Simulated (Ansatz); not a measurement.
TaCuN₂:
```xyz
4
Lattice="1.5609 0.9012 5.7806 -1.5609 0.9012 5.7806 0.0000 -1.8023 5.7806" Properties=species:S:1:pos:R:3 pbc="T T T"
Ta     0.0000     0.0000     8.6708
Cu     0.0000     0.0000     0.0000
N      0.0000     0.0000     1.8308
N      0.0000     0.0000    15.5108
```

Relaxed with PBEsol. Independent-particle spectrum: no excitons, no local fields, no scissors shift; 0.1 eV broadening; ε₁ of the summed bands alone.

**Question.** Tabulate the dielectric function from the program Ansatz at the PBEsol level (PAW).

**Answer.** 

| E (eV) | ε₁ xx | ε₂ xx | ε₁ zz | ε₂ zz |
|---|---|---|---|---|
| 0.0 | 17.89 | 0.00 | 15.28 | 0.00 |
| 0.5 | 19.32 | 0.00 | 16.82 | 0.00 |
| 1.0 | 24.57 | 5.81 | 18.64 | 9.93 |
| 1.5 | 19.18 | 15.95 | 11.54 | 9.58 |
| 2.0 | 9.45 | 21.55 | 10.86 | 9.30 |
| 2.5 | 0.31 | 9.71 | 5.26 | 11.60 |
| 3.0 | 5.00 | 5.84 | 4.42 | 7.37 |
| 3.5 | 7.56 | 7.76 | 6.05 | 6.35 |
| 4.0 | 7.47 | 11.55 | 5.56 | 12.66 |
| 4.5 | 3.15 | 10.51 | 0.98 | 6.70 |
| 5.0 | 1.03 | 9.60 | 1.03 | 5.37 |
| 5.5 | -0.91 | 6.87 | 2.13 | 5.53 |
| 6.0 | -0.45 | 5.27 | 2.58 | 3.76 |
| 6.5 | 1.38 | 4.73 | 3.84 | 3.96 |
| 7.0 | 1.84 | 4.47 | 4.10 | 5.12 |
| 7.5 | 3.12 | 7.03 | 5.40 | 7.05 |
| 8.0 | -0.78 | 5.38 | 1.71 | 7.41 |
| 8.5 | 0.91 | 5.96 | 0.20 | 9.08 |
| 9.0 | -1.16 | 5.63 | -1.58 | 6.21 |
| 9.5 | -0.76 | 3.80 | -1.28 | 4.25 |
| 10.0 | -0.48 | 4.32 | 0.19 | 4.33 |
| 10.5 | -1.38 | 3.90 | -1.99 | 4.37 |
| 11.0 | -1.18 | 3.35 | -2.06 | 3.23 |
| 11.5 | -1.23 | 3.28 | -0.91 | 2.34 |
| 12.0 | -1.67 | 2.19 | -1.02 | 2.34 |

**Question.** From ε at 1.3 eV (xx: 22.89 + 13.42i), find n, k, the normal reflectivity and the absorption coefficient.

**Answer.** n = 4.97, k = 1.350, R = 47 %, α = 2kE/ħc = 180000 cm⁻¹.

With all bands, ε∞ without local fields is 18.1 (xx = yy), 15.5 (zz). DFPT, with local fields, gives 17.5 (xx = yy), 14.3 (zz).

Space group R-3m. The first step of the workflow began from a Materials Project structure, measured or hypothetical; the Crystallography Open Database files this formula in space group No. 166, but the cells were not matched. Its standing as an ambient phase is unchecked. The cell was relaxed with PBEsol under the symmetry of its start; whether a distortion lowers the energy is not shown. No spin polarisation was allowed. Spin–orbit coupling is left out wherever it is not named.

Potentials: the later of the program's two PAW sets.
